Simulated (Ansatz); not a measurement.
KTaO3: the gap under pressure

KTaO3, Pm-3m, a = 3.986 Å. The structure is a Materials Project entry; whether it is the stable form wasn't checked. Ansatz: PBEsol, PAW, 420 eV, Γ-centred 8×8×8 mesh on 5 atoms, Gaussian smearing 0.02 eV; no spin polarisation. Cell and atoms are relaxed at each pressure, and no other structure is tried, so the rows at high pressure may lie past a change of phase. The gap is sought over the whole zone. The pressures are the targets, met within 0.08 GPa.

```tsv
P (GPa)	gap y (eV)
-2.0	?
0.0	2.135
2.0	2.157
5.0	2.186
10.0	2.228
20.0	2.301
40.0	2.412
```

**Question.** Fit y = E0 + αP + βP² to the other rows and predict the missing gap.

**Answer.** Least squares on the rows shown. y = 2.1373 + 0.0096869 P − 7.0674×10⁻⁵ P². So α = 9.7 meV/GPa at zero pressure. With a term in P³ added, the coefficient of P becomes 0.01064, 10 % more, which shows how far this figure hangs on the form. At P = -2.0 the fit asked for gives 2.118 eV. The run gave 2.113 eV, so the fit is 0.005 eV too high, a small miss on the scale of the series.

Spin-orbit coupling is left out, which matters for the bands of heavy elements. Semilocal functionals give gaps under the measured ones; changes of the gap mostly carry over better.

Symmetry holds off the tilts and polar distortions that many cubic perovskites undergo.